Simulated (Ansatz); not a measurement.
ZrRh3 in space group I4/mmm (No. 139; Rh on 2b, Rh on 4d, Zr on 2a), DFT-r²SCAN in the program Ansatz with PAW potentials, all energies at zero smearing, with the estimated change up to a 700 eV cutoff added, with one set of potentials and settings (totals compare only within such a set). Cell of 4 atoms (3 Rh, 1 Zr): -23443.394 eV.

| element | reference phase | E (eV/atom) |
|---|---|---|
| Rh | Fm-3m, 1 atoms in the cell | -6415.3179 |
| Zr | P6_3/mmc, 2 atoms in the cell | -4195.0547 |

Formation energy per atom, worked out: (-23443.394 − 3×(-6415.3179) − 1×(-4195.0547))/4 = -0.597 eV/atom (-58 kJ per mol of atoms), at 0 K, without zero-point energy or fitted corrections.

The cell is a constructed one: a structure type filled with these elements; neither database checked (COD, Materials Project) lists it. COD files the formula under space group No. 221, so this cell is another polymorph or a model. Its standing as an ambient phase is unchecked. The cell was relaxed with r²SCAN under the symmetry of its start; whether a distortion lowers the energy is not shown. No spin polarisation was allowed. The references are the lowest solids computed at this level, not always the standard phases.

Potentials: the earlier of the program's two PAW sets.
